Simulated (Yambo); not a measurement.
Yambo input for AlPO4 (space group P6_3mc, No. 186) (a = b = 5.2860 Å, c = 8.6294 Å, α = β = 90.00°, γ = 120.00°), on norm-conserving PBEsol (Quantum ESPRESSO, 84 Ry, scalar-relativistic) wavefunctions on a 3×3×2 mesh:

```
optics
chi
dipoles
kernel
FFTGvecs= 40 Ry
Chimod= "HARTREE"
NGsBlkXd= 3 Ry
% QpntsRXd
 1 | 1 |
%
% BndsRnXd
 1 | 154 |
%
GrFnTpXd= "R"
% EnRngeXd
 0.0 | 20.0 | eV
%
% DmRngeXd
 0.2 | 0.2 | eV
%
CGrdSpXd= 50
ETStpsXd= 161
% LongDrXd
 0.0 | 0.0 | 1.0 |
%
```

First lines of the file o-*.eps_q1_inv_rpa_dyson:

```
Absorption @ Q(1):   0.00000000     0.00000000     1.00000000    [q->0 direction]
#
# [ X ] Hartree size     :  147
# [GEN] GF Energies     : Perdew, Burke & Ernzerhof SOL(X)+Perdew, Burke & Ernzerhof SOL(C)
# [GEN] Green`s Function     : Retarded
#
# [GEN] Gauge     : Length
# [GEN] [r,Vnl] included     : yes
#
#    E[1] [eV]     Im(eps)     Re(eps)     Im(eps_o)     Re(eps_o)
#
     0.000000     0.92695E-15     1.956280     -0.87918E-18     2.105185
     0.125000     0.303692E-3     1.956375     0.359126E-3     2.105297
     0.250000     0.607889E-3     1.956659     0.718842E-3     2.105633
     0.375000     0.913099E-3     1.957134     0.001080     2.106195
     0.500000     0.001220     1.957799     0.001442     2.106982
     0.625000     0.001529     1.958657     0.001808     2.107996
     0.750000     0.001840     1.959708     0.002176     2.109238
     0.875000     0.002154     1.960954     0.002547     2.110712
     1.000000     0.002473     1.962398     0.002923     2.112419
     1.125000     0.002795     1.964041     0.003304     2.114362
     1.250000     0.003122     1.965887     0.003691     2.116544
     1.375000     0.003455     1.967939     0.004084     2.118970
     1.500000     0.003794     1.970201     0.004484     2.121643
     1.625000     0.004140     1.972676     0.004893     2.124569
     1.750000     0.004493     1.975369     0.005310     2.127751
     1.875000     0.004854     1.978284     0.005736     2.131197
     2.000000     0.005225     1.981429     0.006174     2.134913
     2.125000     0.005606     1.984807     0.006623     2.138904
     2.250000     0.005997     1.988426     0.007084     2.143180
     2.375000     0.006401     1.992293     0.007560     2.147748
     2.500000     0.006818     1.996416     0.008051     2.152617
     2.625000     0.007248     2.000803     0.008558     2.157798
     2.750000     0.007695     2.005463     0.009084     2.163300
     2.875000     0.008158     2.010407     0.009629     2.169136
     3.000000     0.008639     2.015644     0.010195     2.175317
     3.125000     0.009140     2.021188     0.010784     2.181859
     3.250000     0.009664     2.027051     0.011399     2.188776
     3.375000     0.010210     2.033247     0.012041     2.196085
     3.500000     0.010783     2.039792     0.012714     2.203802
     3.625000     0.011385     2.046702     0.013419     2.211949
     3.750000     0.012017     2.053996     0.014160     2.220545
     3.875000     0.012684     2.061694     0.014941     2.229615
     4.000000     0.013388     2.069818     0.015765     2.239184
```
(The file goes on to the top of the energy range.) Convergence of the RPA response with its 3×3×2 mesh was not tested.

Geometry of the Materials Project entry, not relaxed at this level.
